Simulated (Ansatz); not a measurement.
MoS2 in space group R3m (No. 160; Mo on 3a, S on 3a, S on 3a), the program Ansatz at the PBE+D3(BJ) level (PAW), all energies at zero smearing, with the estimated change up to a 700 eV cutoff added, with one set of potentials and settings (totals compare only within such a set). Cell of 3 atoms (1 Mo, 2 S): -6764.087 eV.

```json
[
 {"element": "Mo", "reference phase": "Im-3m, 1 atoms in the cell", "E (eV/atom)": "-4956.7735"},
 {"element": "S", "reference phase": "Fddd, 32 atoms in the cell", "E (eV/atom)": "-902.2565"}
]
```

Formation energy per atom, worked out: (-6764.087 − 1×(-4956.7735) − 2×(-902.2565))/3 = -0.934 eV/atom (-90 kJ per mol of atoms), at 0 K, without zero-point energy or fitted corrections.

The PBE+D3(BJ) relaxation kept the symmetry of its start. No spin polarisation was allowed. The references are the lowest solids computed at this level, not always the standard phases.

Potentials: the earlier of the program's two PAW sets.
